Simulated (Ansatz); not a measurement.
Name crystals whose computed values (plane-wave PAW LDA (Ansatz code)) fall in these windows: B₀ by P(V) fit (GPa) 51 to 68; highest Γ mode, no LO–TO term (cm⁻¹) 430 to 530; G_Hill (GPa) 36 to 50.



```
crystal            B₀ by P(V) fit (GPa)  highest Γ mode, no LO–TO term (cm⁻¹)  G_Hill (GPa)
-----------------  --------------------  ------------------------------------  ------------
BeTe, zinc blende                  63.7                                   481          43.1
```
Others may fit too.

The cell was relaxed under the symmetry of its start. Scalar-relativistic: spin–orbit coupling is off unless named, which matters more the heavier the elements.

Potentials: the earlier of the program's two PAW sets. The files were generated under PBE; for other functionals the program regenerates the frozen cores, and for LDA and PBEsol the local potential too.
